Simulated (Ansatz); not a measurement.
ZnO with Be replacing Zn: do the settings matter for the field gradients?

Cell: a supercell of ZnO (wurtzite type, P6_3mc) built from an entry of the Crystallography Open Database (COD), with all atoms left at the host's positions.

```cif
data_BeZn15O16
_symmetry_space_group_name_H-M 'P3m1'
_symmetry_Int_Tables_number 156
_cell_length_a 6.4986
_cell_length_b 6.4986
_cell_length_c 10.4114
_cell_angle_alpha 90.000
_cell_angle_beta 90.000
_cell_angle_gamma 120.000
loop_
_atom_site_label
_atom_site_type_symbol
_atom_site_symmetry_multiplicity
_atom_site_Wyckoff_symbol
_atom_site_fract_x
_atom_site_fract_y
_atom_site_fract_z
Be Be 1 a 0.0000 0.0000 0.2500
Zn2 Zn 1 a 0.0000 0.0000 0.7500
Zn3 Zn 3 d 0.0000 0.5000 0.2500
Zn4 Zn 3 d 0.0000 0.5000 0.7500
Zn9 Zn 3 d 0.1667 0.8333 0.0000
Zn10 Zn 3 d 0.1667 0.8333 0.5000
Zn15 Zn 1 c 0.6667 0.3333 0.0000
Zn16 Zn 1 c 0.6667 0.3333 0.5000
O17 O 3 d 0.1667 0.8333 0.1895
O18 O 3 d 0.1667 0.8333 0.6895
O23 O 1 c 0.6667 0.3333 0.1895
O24 O 1 c 0.6667 0.3333 0.6895
O25 O 1 a 0.0000 0.0000 0.4395
O26 O 1 a 0.0000 0.0000 0.9395
O27 O 3 d 0.0000 0.5000 0.4395
O28 O 3 d 0.0000 0.5000 0.9395
```

One atom of each set is listed.

Reference run. The numbers come from a DFT calculation in Ansatz (PBE, plane waves and PAW, scalar-relativistic, 420 eV cutoff, Γ-centred 3×3×2 k-points, Fermi–Dirac smearing 0.01 eV).

Question: The input is changed as follows: `hamiltonian.dispersion`: not typed → d4; `scf.mixing.preconditioner`: not typed → kerker; `total_charge`: not typed → 1. What happens to V_zz (10²¹ V/m²) and η?

Answer: 

```tsv
site	V_zz reference	η reference	V_zz changed	η changed
Be	0.014	0.00	0.019	0.00
Zn2	0.067	0.00	-0.39	0.00
Zn4	0.11	0.01	-0.36	0.11
Zn9	0.16	0.11	-0.50	0.05
Zn10	0.13	1.00	-0.37	0.08
Zn15	0.066	0.00	-0.42	0.00
Zn16	0.14	0.00	-0.37	0.00
O17	0.65	0.43	-0.64	0.30
O18	-0.18	0.18	-0.80	0.04
O24	-0.18	0.00	-0.82	0.00
O25	0.44	0.00	-0.30	0.00
O27	-0.13	0.85	-0.84	0.36
O28	-0.16	0.33	-0.82	0.26
```

The largest change of V_zz along a kept axis is on O25, from 0.44 to -0.30. Where |V_zz| stays above 0.1 and the axes keep their order, η moves most on O27, from 0.85 to 0.36. V_zz changes sign on O25 (same axis), Zn9 (axis turned by 20°), Zn16 (same axis), Zn4 (same axis), Zn2 (same axis), Zn15 (same axis). On O17, Zn10, Zn3 (not all in the table) the largest principal value lies along another axis in the second run, so the two V_zz can't be compared directly. The table leaves out 3 of the 16 sites, with |V_zz| up to 0.81; their tensors move by 0.58 at most along any direction. The statements above cover all sites. The dispersion term itself leaves the density as it is. The changed cell holds a charge of +1 on a uniform background, so it isn't the same centre. It has an odd number of electrons and no spin polarisation, so the extra carrier is shared by both spins and spread out, where a real one carries spin and can localise. The gap no longer holds the Fermi energy in the changed run, so its gradients also hang on the k-mesh and the smearing. SCF iterations: 9 and 14.

On the reference run: The defect repeats with the cell of 32 atoms, so it feels its images: sites between two images don't show the values beside a lone defect, and zeros or small values of η there can come from the images' arrangement. O and Zn carry a gradient in the pure host already, so the values there aren't the defect's effect alone. With a gap of 0.9 eV on this mesh, small gradients can still move by 0.1 × 10²¹ V/m² or more as the k-mesh gets denser. The neighbours have not yet relaxed around the defect (largest force 2.3 eV/Å), so a real crystal will differ.
